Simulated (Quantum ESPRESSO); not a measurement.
pw.x input (Quantum ESPRESSO 7.5; PBEsol, PseudoDojo standard norm-conserving files, scalar-relativistic):

```
&CONTROL
  calculation = 'scf'
  pseudo_dir = './pseudo'
  outdir = './out'
  tprnfor = .true.
  tstress = .true.
/
&SYSTEM
  ibrav = 0
  nat = 12
  ntyp = 3
  ecutwfc = 84.0
  ecutrho = 336.0
  occupations = 'smearing'
  smearing = 'fd'
  degauss = 0.002
  nbnd = 62
/
&ELECTRONS
  conv_thr = 1.2e-09
/
ATOMIC_SPECIES
O 15.9990 O.upf
V 50.9415 V.upf
Bi 208.9804 Bi.upf
CELL_PARAMETERS angstrom
  3.668950000000  -5.873865000000   0.000000000000
  3.668950000000   5.873865000000   0.000000000000
 -3.653142000000   0.000000000000   3.668861000000
ATOMIC_POSITIONS crystal
O   0.296290000000   0.200830000000   0.637740000000
O   0.703710000000   0.799170000000   0.362260000000
O   0.799170000000   0.703710000000   0.862260000000
O   0.200830000000   0.296290000000   0.137740000000
O   0.061630000000   0.650470000000   0.359410000000
O   0.938370000000   0.349530000000   0.640590000000
O   0.349530000000   0.938370000000   0.140590000000
O   0.650470000000   0.061630000000   0.859410000000
V   0.872730000000   0.127270000000   0.750000000000
V   0.127270000000   0.872730000000   0.250000000000
Bi   0.373120000000   0.626880000000   0.750000000000
Bi   0.626880000000   0.373120000000   0.250000000000
K_POINTS automatic
6 6 8 0 0 0
```

End of the output:

```

[...]
     the Fermi energy is     9.0016 ev
!    total energy              =    -885.83388543 Ry
     estimated scf accuracy    <          2.7E-10 Ry
     smearing contrib. (-TS)   =      -0.00000000 Ry
     internal energy E=F+TS    =    -885.83388543 Ry
     The total energy is F=E-TS. E is the sum of the following terms:
     one-electron contribution =    -299.38726919 Ry
     hartree contribution      =     207.69749897 Ry
     xc contribution           =    -195.46210913 Ry
     ewald contribution        =    -598.68200609 Ry
     convergence has been achieved in  14 iterations
     Forces acting on atoms (cartesian axes, Ry/au):
     atom    1 type  1   force =    -0.00868476   -0.01922432   -0.02908825
     atom    2 type  1   force =     0.00868476    0.01922432    0.02908825
     atom    3 type  1   force =     0.00868476   -0.01922432    0.02908825
     atom    4 type  1   force =    -0.00868476    0.01922432   -0.02908825
     atom    5 type  1   force =     0.02766879    0.01759088   -0.00757089
     atom    6 type  1   force =    -0.02766879   -0.01759088    0.00757089
     atom    7 type  1   force =    -0.02766879    0.01759088    0.00757089
     atom    8 type  1   force =     0.02766879   -0.01759088   -0.00757089
     atom    9 type  2   force =     0.00000000   -0.00534087    0.00000000
     atom   10 type  2   force =     0.00000000    0.00534087    0.00000000
     atom   11 type  3   force =     0.00000000    0.00009204    0.00000000
     atom   12 type  3   force =     0.00000000   -0.00009204    0.00000000
     Total force =     0.098746     Total SCF correction =     0.000069
     Computing stress (Cartesian axis) and pressure
          total   stress  (Ry/bohr**3)                   (kbar)     P=      -87.86
  -0.00061618   0.00000000  -0.00001065          -90.64        0.00       -1.57
   0.00000000  -0.00054381  -0.00000000            0.00      -80.00       -0.00
  -0.00001065   0.00000000  -0.00063186           -1.57        0.00      -92.95
```
In a gapped system the printed Fermi energy is only some level inside the gap.

Spin-orbit coupling is not included.

Geometry of the Materials Project entry, not relaxed at this level.

The runs are not spin-polarised; magnetic order was not tried.
